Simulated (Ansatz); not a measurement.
ZrTa:
```yaml
crystal:
  lattice:
    - [3.43492, 0.00000, 0.00000]
    - [0.00000, 3.43492, 0.00000]
    - [0.00000, 0.00000, 3.43492]
  atoms:
    - { symbol: Ta, position: [0.00000, 0.00000, 0.00000] }
    - { symbol: Zr, position: [0.50000, 0.50000, 0.50000] }
```

Relaxed with r²SCAN. Special points in fractions of this cell's reciprocal vectors: Γ (0.000, 0.000, 0.000); X (0.000, 0.500, 0.000); M (0.500, 0.500, 0.000); R (0.500, 0.500, 0.500).

Problem. List the band energies nearest the Fermi level at these points for DFT-r²SCAN in the program Ansatz with PAW potentials.

Solution. In eV from the Fermi level; about four levels below and three above (degenerate sets whole), none deeper than 8.9 eV; points with the same levels are listed once.

| k | below | above |
|---|---|---|
| Γ | -6.94 -3.31 -3.31 | 1.06 1.06 1.06 |
| X | -3.49 -2.72 -0.97 -0.15 | 1.18 1.18 1.85 1.85 |
| M | -4.07 -3.34 -1.08 -1.08 | 1.59 1.59 3.67 |
| R | -0.96 -0.96 -0.96 -0.87 -0.87 -0.87 | 4.54 4.54 5.69 5.69 |

Space group Pm-3m (CsCl type). The start of the workflow was typed in or built on a structure type; neither database checked (COD, Materials Project) lists it. Whether it is the stable phase at ambient conditions was not checked. The cell was relaxed with r²SCAN under the symmetry of its start; its stability against distortions is not shown here. No spin polarisation was allowed. Its formation energy is positive at this level, so the cell may be metastable or incomplete. Scalar-relativistic: spin–orbit coupling is off unless named, which matters more the heavier the elements.

Potentials: the later of the program's two PAW sets.
